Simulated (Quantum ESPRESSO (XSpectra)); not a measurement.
Quantum ESPRESSO (XSpectra) run for X-ray absorption at the Se K edge of CdSe (F-43m). Geometry: Materials Project entry mp-2691 (a computed structure). The cell is the entry's, not relaxed again. The ground-state test found a gap, so occupations are fixed and the excited electron is left out (charged cell on a uniform background); energies count from the highest occupied level. pw.x input:

```
&CONTROL
  calculation = 'scf'
  prefix = 'x'
  pseudo_dir = './pseudo'
  outdir = './out'
/
&SYSTEM
  ibrav = 0
  nat = 12
  ntyp = 3
  ecutwfc = 82
  input_dft = 'PZ'
  tot_charge = 1
  occupations = 'fixed'
/
&ELECTRONS
  conv_thr = 1.2e-07
  mixing_beta = 0.4
/
ATOMIC_SPECIES
Seh 78.971 Se.lda-tm-gipaw-star1s.UPF
Cd 112.414 Cd.upf
Se 78.971 Se.lda-tm-gipaw.UPF
CELL_PARAMETERS angstrom
  -3.070270000    3.070270000    6.140540000
   3.070270000   -3.070270000    6.140540000
   3.070270000    6.140540000    3.070270000
ATOMIC_POSITIONS crystal
Cd     0.000000000    0.000000000    0.000000000
Cd     0.333333333    0.000000000    0.333333333
Cd     0.500000000    0.500000000    0.000000000
Cd     0.166666667    0.500000000    0.666666667
Cd     0.666666667    1.000000000    0.666666667
Cd     0.833333333    0.500000000    0.333333333
Seh    0.958333333    0.125000000    0.333333333
Se     0.291666667    0.125000000    0.666666667
Se     0.458333333    0.625000000    0.333333333
Se     0.125000000    0.625000000    0.000000000
Se     0.625000000    0.125000000    1.000000000
Se     0.791666667    0.625000000    0.666666667
K_POINTS automatic
2 2 2 0 0 0
```

xspectra.x input:

```
&input_xspectra
  calculation = 'xanes_dipole'
  edge = 'K'
  prefix = 'x'
  outdir = './out'
  xonly_plot = .false.
  xiabs = 1
  xcoordcrys = .false.
  xepsilon(1) = 1.0
  xepsilon(2) = 0.0
  xepsilon(3) = 0.0
  xniter = 1500
  xcheck_conv = 50
  xerror = 0.002
  x_save_file = 'x0.sav'
/
&plot
  xnepoint = 451
  xemin = -5.0
  xemax = 40.0
  xgamma = 1.5
  terminator = .true.
  cut_occ_states = .true.
/
&pseudos
  filecore = 'core.wfc'
/
&cut_occ
  cut_desmooth = 0.1
  cut_stepl = 0.01
  cut_ierror = 1e-6
/
3 3 3 1 1 1
```

End of the pw.x output:

```
     2.4202   2.9642   3.2284   3.3622   3.6812   3.8766   4.0782   4.1860
     4.5277   4.7690   4.7954   4.9382   5.0806   5.4691

          k = 0.2041 0.2041-0.6124 ( 29354 PWs)   bands (ev):

   -95.6989 -95.6942 -95.6941 -95.5723 -95.2233 -95.2233 -56.8856 -56.8813
   -56.8812 -56.8349 -56.8341 -56.8309 -56.8308 -56.8282 -56.8282 -56.7620
   -56.7074 -56.7052 -56.3784 -56.3784 -56.3747 -56.3746 -56.3726 -56.3725
    -9.7504  -6.3245  -6.2653  -6.1163  -6.1069  -6.0256  -2.1601  -2.1329
    -2.0983  -1.9953  -1.9584  -1.9522  -1.9199  -1.8784  -1.8605  -1.8332
    -1.8236  -1.7991  -1.7819  -1.7697  -1.7672  -1.7339  -1.7042  -1.6852
    -1.6401  -1.6265  -1.5120  -1.4674  -1.3855  -1.3625  -1.3564  -1.3076
    -1.3048  -1.2759  -1.2418  -1.1342   0.9692   1.2831   1.5361   2.1013
     2.4085   2.8700   3.1978   3.4901   3.6687   4.1276   4.1786   4.5376
     4.6579   4.9396   4.9712   5.0696   5.1293   5.2204

     highest occupied level (ev):     5.8581

!    total energy              =   -2339.90796002 Ry
     estimated scf accuracy    <          4.8E-09 Ry

     The total energy is the sum of the following terms:
     one-electron contribution =   -1585.44778128 Ry
     hartree contribution      =     818.49946743 Ry
     xc contribution           =    -432.10632452 Ry
     ewald contribution        =   -1140.85332164 Ry

     convergence has been achieved in  12 iterations

     XML data file, charge density, pseudopotentials, collected wavefunctions
```

xspectra.x output, shortened:

```
... Begin STEP 1 ...

        Radial transition matrix element(s) used in the calculation of the
        initial vector of the Lanczos basis (|tilde{phi}_abs> normalized)
        | For PAW proj. (l=1) #1: radial matrix element =   0.003687209
        | For PAW proj. (l=1) #2: radial matrix element =   0.004737717

NB: the     7 k-point are not all listed below because npool=  4
        |-------------------------------------------------------------
        ! k-point #     1:  ( 0.0680,  0.0680,  0.2041),  0.0741,   1
        |-------------------------------------------------------------
 okvan= F
        |   Norm of the initial Lanczos vector: 0.28557016E-02
        !   => CONVERGED at iter    500 with error=  0.00104253
        |-------------------------------------------------------------
        ! k-point #     2:  ( 0.3402,  0.3402,  0.2041),  0.0741,   1
        |-------------------------------------------------------------
 okvan= F
        |   Norm of the initial Lanczos vector: 0.28556989E-02
        !   => CONVERGED at iter    500 with error=  0.00140963
        |-------------------------------------------------------------
        ! k-point #     3:  ( 0.6124,  0.6124,  0.2041),  0.0741,   1
        |-------------------------------------------------------------
 okvan= F
        |   Norm of the initial Lanczos vector: 0.28556998E-02
        !   => CONVERGED at iter    500 with error=  0.00134520
        |-------------------------------------------------------------

        ...
... Begin STEP 2 ...

     The spectrum is calculated using the following parameters:
        energy-zero of the spectrum [eV]:    5.8581
        the occupied states are elimintate from the spectrum
        xemin [eV]:  -5.00
        xemax [eV]:  40.00
        xnepoint:  451
        constant broadening parameter [eV]:    1.500
        Core level energy [eV]: -0.1266E+05
         (from electron binding energy of neutral atoms in X-ray data booklet)

     Cross-section successfully written in xanes.dat

     ... End STEP 2 ...

     xanes        :     60.69s CPU     60.86s WALL (       1 calls)

     -------------------------------------------------------------------------
                                END JOB XSpectra
     -------------------------------------------------------------------------
```

xanes.dat for the field along x, every fifth line (energy in eV, cross section):

```
   -5.000   4.7120e-05
   -4.500   5.1480e-05
   -4.000   5.6600e-05
   -3.500   6.2670e-05
   -3.000   6.9970e-05
   -2.500   7.8870e-05
   -2.000   8.9930e-05
   -1.500   1.0390e-04
   -1.000   1.2210e-04
   -0.500   1.4600e-04
    0.000   1.7800e-04
    0.500   2.2180e-04
    1.000   2.8170e-04
    1.500   3.6160e-04
    2.000   4.5920e-04
    2.500   5.6220e-04
    3.000   6.5080e-04
    3.500   7.0800e-04
    4.000   7.3500e-04
    4.500   7.4710e-04
    5.000   7.5980e-04
    5.500   7.7670e-04
    6.000   7.9160e-04
    6.500   7.9060e-04
    7.000   7.6580e-04
    7.500   7.3170e-04
    8.000   6.9820e-04
    8.500   6.6210e-04
    9.000   6.1840e-04
    9.500   5.6490e-04
   10.000   5.1020e-04
   10.500   4.6840e-04
   11.000   4.4870e-04
   11.500   4.4970e-04
   12.000   4.6500e-04
   12.500   4.9350e-04
   13.000   5.3340e-04
   13.500   5.7400e-04
   14.000   6.0890e-04
   14.500   6.3530e-04
   15.000   6.4570e-04
   15.500   6.3960e-04
   16.000   6.2020e-04
   16.500   5.9080e-04
   17.000   5.6250e-04
   17.500   5.4550e-04
   18.000   5.3990e-04
   18.500   5.4140e-04
   19.000   5.4700e-04
   19.500   5.5040e-04
   20.000   5.4890e-04
   20.500   5.4950e-04
   21.000   5.5570e-04
   21.500   5.6550e-04
   22.000   5.8060e-04
   22.500   5.9780e-04
   23.000   6.0780e-04
   23.500   6.0800e-04
   24.000   6.0000e-04
   24.500   5.8490e-04
   25.000   5.6980e-04
   25.500   5.6060e-04
   26.000   5.5440e-04
   26.500   5.5020e-04
   27.000   5.5250e-04
   27.500   5.6080e-04
   28.000   5.7200e-04
   28.500   5.8870e-04
   29.000   6.1140e-04
   29.500   6.2940e-04
   30.000   6.2980e-04
   30.500   6.1450e-04
   31.000   5.9350e-04
   31.500   5.7170e-04
   32.000   5.5200e-04
   32.500   5.3610e-04
   33.000   5.2330e-04
   33.500   5.1330e-04
   34.000   5.0640e-04
   34.500   5.0370e-04
   35.000   5.0350e-04
   35.500   5.0220e-04
   36.000   4.9880e-04
   36.500   4.9510e-04
   37.000   4.8910e-04
   37.500   4.7970e-04
   38.000   4.7290e-04
   38.500   4.7430e-04
   39.000   4.8080e-04
   39.500   4.8620e-04
   40.000   4.9000e-04
```
